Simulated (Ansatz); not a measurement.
Computed with Ansatz, DFT PBE, scalar-relativistic, plane waves, PAW.

Plane waves to 420 eV, a k mesh through Γ of 6×6×6 on the computed 10-atom cell and Gaussian smearing (0.10 eV); collinear spin from starting moments 0 0 0 1 0 0 0 0 0 0 μB.

```xyz
10
Lattice="0.0000 5.7634 5.7634 5.7634 0.0000 5.7634 5.7634 5.7634 0.0000" Properties=species:S:1:pos:R:3 pbc="T T T"
K     8.6451    8.6451    8.6451
K     2.8817    2.8817    2.8817
Na    5.7634    5.7634    5.7634
Ta    0.0000    0.0000    0.0000
Br    2.8820    5.7634    5.7634
Br    5.7634    5.7634    2.8820
Br    8.6448    5.7634    5.7634
Br    5.7634    2.8820    5.7634
Br    5.7634    8.6448    5.7634
Br    5.7634    5.7634    8.6448
```

(1) Is this geometry at equilibrium? Which atom feels the largest force?

(2) Give all forces and the stress.

Spin-orbit coupling is left out, which matters for the bands of heavy elements.

Results:

(1) It isn't. Atom 6 (Br) feels (0.00, 0.00, -1.42) eV/Å, 1.418 eV/Å in size, and symmetry-related atoms feel the same size.

(2)
```
atom Fx Fy Fz
  K1   0.000   0.000   0.000
  K2   0.000   0.000   0.000
 Na3   0.000   0.000   0.000
 Ta4   0.000   0.000   0.000
 Br5  -1.418   0.000   0.000
 Br6   0.000   0.000  -1.418
 Br7   1.418   0.000   0.000
 Br8   0.000  -1.418   0.000
 Br9   0.000   1.418   0.000
Br10   0.000   0.000   1.418
```
Stress (GPa, compression positive):
```
-3.50  0.00  0.00
 0.00 -3.50  0.00
 0.00  0.00 -3.50
```